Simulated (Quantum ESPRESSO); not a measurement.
Band energies of ZnInGaO$_{4}$

```
CELL_PARAMETERS angstrom
      1.65794     0.95721     8.57532
     -1.65794     0.95721     8.57532
      0.00000    -1.91442     8.57532
ATOMIC_POSITIONS crystal
  O  0.29491 0.29491 0.29491
  O  0.71132 0.71132 0.71132
  O  0.12138 0.12138 0.12138
  O  0.86383 0.86383 0.86383
  Zn 0.21850 0.21850 0.21850
  Ga 0.78722 0.78722 0.78722
  In 0.00285 0.00285 0.00285
```

PBE (stringent potentials; Quantum ESPRESSO, PseudoDojo norm-conserving, 114 Ry, without SOC); path ΓLB1,BZΓX,QFP1Z,LP; energies in eV from the valence-band maximum.

| k (1/Å) | point | band 39 | band 40 | band 41 | band 42 | band 43 | band 44 | band 45 | band 46 |
|---|---|---|---|---|---|---|---|---|---|
| 0.00 | Γ | -0.80 | -0.80 | -0.55 | 0.00 | 0.00 | 1.31 | 4.45 | 5.11 |
| 0.55 |  | -1.46 | -0.83 | -0.82 | -0.49 | -0.40 | 3.89 | 5.18 | 6.03 |
| 1.10 | L | -2.25 | -1.18 | -1.14 | -0.54 | -0.28 | 5.33 | 6.04 | 6.72 |
| 1.76 | B1 | -2.42 | -1.56 | -1.37 | -0.72 | -0.38 | 6.49 | 7.66 | 8.20 |
| 1.76 | B | -2.42 | -1.56 | -1.37 | -0.72 | -0.38 | 6.49 | 7.66 | 8.20 |
| 2.17 |  | -1.75 | -1.64 | -0.89 | -0.86 | -0.30 | 5.60 | 6.00 | 6.83 |
| 2.79 |  | -1.06 | -0.95 | -0.79 | -0.12 | -0.07 | 2.97 | 3.30 | 5.56 |
| 3.00 | Z | -1.36 | -0.83 | -0.83 | 0.00 | 0.00 | 2.67 | 3.03 | 5.36 |
| 3.00 | Γ | -0.80 | -0.80 | -0.55 | 0.00 | 0.00 | 1.31 | 4.45 | 5.11 |
| 3.16 |  | -0.91 | -0.81 | -0.58 | -0.16 | -0.05 | 1.71 | 4.54 | 5.22 |
| 3.64 |  | -1.61 | -1.30 | -0.82 | -0.64 | -0.38 | 4.49 | 5.54 | 6.41 |
| 4.11 |  | -2.40 | -1.58 | -1.19 | -0.76 | -0.35 | 6.38 | 7.46 | 7.99 |
| 4.27 | X | -2.38 | -1.56 | -1.36 | -0.72 | -0.38 | 6.49 | 7.66 | 8.21 |
| 4.27 | Q | -2.38 | -1.56 | -1.36 | -0.72 | -0.38 | 6.49 | 7.66 | 8.21 |
| 4.48 |  | -2.17 | -1.51 | -1.29 | -0.80 | -0.42 | 6.24 | 7.08 | 7.63 |
| 4.89 | F | -1.54 | -1.33 | -1.16 | -0.82 | -0.47 | 5.43 | 5.90 | 6.69 |
| 4.89 | P1 | -1.67 | -1.29 | -1.27 | -0.58 | -0.49 | 5.41 | 5.93 | 6.69 |
| 5.35 |  | -1.66 | -0.95 | -0.89 | -0.40 | -0.35 | 4.55 | 4.78 | 6.23 |
| 5.80 |  | -1.12 | -0.89 | -0.83 | -0.07 | -0.04 | 2.84 | 3.18 | 5.47 |
| 5.96 | Z | -1.36 | -0.83 | -0.83 | 0.00 | 0.00 | 2.67 | 3.03 | 5.36 |
| 5.96 | L | -2.25 | -1.18 | -1.14 | -0.54 | -0.28 | 5.33 | 6.04 | 6.72 |
| 6.20 | P | -1.67 | -1.29 | -1.27 | -0.58 | -0.49 | 5.41 | 5.93 | 6.69 |

The PBE gap is direct, 1.31 eV at Γ. Another valence extremum on the path lies within 0.02 eV, too close to call.

Spin-orbit splittings are left out.

Geometry relaxed with PBEsol.

The structure is a Materials Project entry; no match was found in the copy of COD used, and its stability was not checked.
